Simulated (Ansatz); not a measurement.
CaHCl:
```
CELL_PARAMETERS angstrom
      3.80623     0.00000     0.00000
      0.00000     3.80623     0.00000
      0.00000     0.00000     6.91311
ATOMIC_POSITIONS crystal
  Ca 0.00000 0.50000 0.80865
  Ca 0.50000 0.00000 0.19135
  H  0.50000 0.50000 0.00000
  H  0.00000 0.00000 0.00000
  Cl 0.50000 0.00000 0.65322
  Cl 0.00000 0.50000 0.34678
```

Relaxed with r²SCAN. Independent-particle spectrum: no excitons, no local fields, no scissors shift; 0.1 eV broadening; ε₁ of the summed bands alone.

Problem. Tabulate the dielectric function from DFT-r²SCAN in the program Ansatz with PAW potentials.

Solution. 

| E (eV) | ε₁ xx | ε₂ xx | ε₁ zz | ε₂ zz |
|---|---|---|---|---|
| 0.0 | 3.65 | 0.00 | 3.65 | 0.00 |
| 0.4 | 3.66 | 0.00 | 3.65 | 0.00 |
| 0.8 | 3.68 | 0.00 | 3.67 | 0.00 |
| 1.2 | 3.71 | 0.00 | 3.71 | 0.00 |
| 1.6 | 3.76 | 0.00 | 3.76 | 0.00 |
| 2.0 | 3.82 | 0.00 | 3.83 | 0.00 |
| 2.4 | 3.91 | 0.00 | 3.93 | 0.00 |
| 2.8 | 4.02 | 0.00 | 4.06 | 0.00 |
| 3.2 | 4.16 | 0.00 | 4.23 | 0.00 |
| 3.6 | 4.35 | 0.00 | 4.48 | 0.00 |
| 4.0 | 4.61 | 0.00 | 4.89 | 0.00 |
| 4.4 | 4.99 | 0.00 | 5.64 | 0.59 |
| 4.8 | 5.62 | 0.01 | 5.44 | 1.17 |
| 5.2 | 7.27 | 0.60 | 5.82 | 1.12 |
| 5.6 | 8.52 | 2.64 | 7.63 | 1.43 |
| 6.0 | 4.32 | 5.64 | 6.24 | 7.88 |
| 6.4 | 3.29 | 4.24 | 2.34 | 5.00 |
| 6.8 | 3.27 | 3.14 | 1.39 | 2.79 |
| 7.2 | 4.04 | 3.39 | 3.81 | 1.69 |
| 7.6 | 3.54 | 4.11 | 3.95 | 5.15 |
| 8.0 | 3.11 | 3.74 | 1.86 | 5.40 |
| 8.4 | 4.37 | 5.19 | 0.26 | 4.13 |
| 8.8 | 0.82 | 5.09 | 1.02 | 2.57 |
| 9.2 | 0.60 | 4.47 | 0.11 | 3.71 |
| 9.6 | 0.49 | 4.00 | 1.03 | 2.08 |
| 10.0 | 0.25 | 3.27 | 0.77 | 2.53 |
| 10.4 | 0.45 | 3.10 | 0.93 | 1.85 |
| 10.8 | 0.48 | 2.54 | 1.48 | 1.95 |
| 11.2 | 0.53 | 2.63 | 1.90 | 2.29 |
| 11.6 | 0.42 | 2.63 | 1.10 | 2.17 |
| 12.0 | 0.35 | 2.36 | 1.78 | 2.31 |

With all bands, ε∞ without local fields is 3.69 (xx = yy), 3.68 (zz).

Space group P4/nmm. The first step of the workflow began from a Materials Project structure, measured or hypothetical; the Crystallography Open Database files this formula in space group No. 129, but the cells were not matched. Whether it is the stable phase at ambient conditions was not checked. Symmetry was held in the r²SCAN relaxation; whether a distortion lowers the energy is not shown.

Potentials: the later of the program's two PAW sets.
